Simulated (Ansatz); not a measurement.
ZrCu:
```
CELL_PARAMETERS angstrom
      3.22423     0.00000     0.00000
      0.00000     3.22423     0.00000
      0.00000     0.00000     3.22423
ATOMIC_POSITIONS crystal
  Zr 0.50000 0.50000 0.50000
  Cu 0.00000 0.00000 0.00000
```

Relaxed with PBEsol. Special points in fractions of this cell's reciprocal vectors: Γ (0.000, 0.000, 0.000); X (0.000, 0.500, 0.000); M (0.500, 0.500, 0.000); R (0.500, 0.500, 0.500).

List the band energies nearest the Fermi level at these points for PBEsol with spin–orbit coupling in the plane-wave PAW code Ansatz.

In eV from the Fermi level; about four levels below and three above (degenerate sets whole), none deeper than 8.9 eV; points with the same levels are listed once.

```
k                    below                          above
-  -----------------------  -----------------------------
Γ  -0.07 -0.07 -0.07 -0.07            4.10 4.10 4.10 4.10
X  -1.94 -1.94 -0.66 -0.66            1.03 1.03 1.10 1.10
M  -2.62 -2.62 -2.10 -2.10            0.53 0.53 0.57 0.57
R  -2.52 -2.52 -2.52 -2.52  2.64 2.64 5.59 5.59 5.59 5.59
```

Space group Pm-3m (CsCl type). The first step of the workflow began from a Materials Project structure, measured or hypothetical; the Crystallography Open Database copy checked does not list it. Its standing as an ambient phase is unchecked. The PBEsol relaxation kept the symmetry of its start; whether a distortion lowers the energy is not shown. The run is not spin-polarised.

Potentials: the later of the program's two PAW sets.
